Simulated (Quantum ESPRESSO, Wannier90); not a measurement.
**Tight-binding from DFT: AlGaP2 (P-4m2)**

```yaml
crystal:
  lattice:
    - [3.86549, 0.00000, 0.00000]
    - [0.00000, 3.86549, 0.00000]
    - [0.00000, 0.00000, 5.45561]
  atoms:
    - { symbol: Al, position: [0.50000, 0.50000, 0.50000] }
    - { symbol: Ga, position: [0.00000, 0.00000, 0.00000] }
    - { symbol: P, position: [0.00000, 0.50000, 0.25039] }
    - { symbol: P, position: [0.50000, 0.00000, 0.74961] }
```

Structure: Materials Project mp-1228888, symmetrised, not relaxed again. Not found in the COD (Crystallography Open Database) copy used; not checked further. Computed values, not measurements, from PBEsol: Quantum ESPRESSO (norm-conserving PseudoDojo potentials, cutoff 64 Ry, no spin polarisation, no spin-orbit coupling) on a Γ-centred 8×8×6 mesh, then Wannier90. Density: 8×8×6 mesh, cold smearing 0.01 Ry.

The plane-wave run has 31 bands and 26 electrons a cell. On the energy scale of pw.x, whose zero is arbitrary, the valence-band maximum lies at 6.19 eV.

Input w.win, without the blocks of cell, atoms and k-points (384 lines):

```
num_bands = 26
num_wann = 16
exclude_bands = 1-5
num_iter = 800
conv_tol = 1.0e-6
conv_window = 4
dis_num_iter = 1000
dis_conv_tol = 1.0e-6
dis_froz_max = 9.16
dis_win_max = 8.16
write_hr = true
write_u_matrices = true
begin projections
Al: s;p
Ga: s;p
P: s;p
end projections
mp_grid = 8 8 6
```

wannier90.x stops with:
```
dis_windows: Energy window contains fewer states than number of target WFs
```
At some k-point the outer window holds fewer bands than num_wann, so no subspace of that size can be extracted. Mended as below, all else unchanged, the run goes through (Ω_I = 25.4 Å²) and follows the plane-wave bands to 5.7 meV rms (states up to 2.5 eV relative to the valence-band maximum).
Remove the line dis_win_max = 8.16.
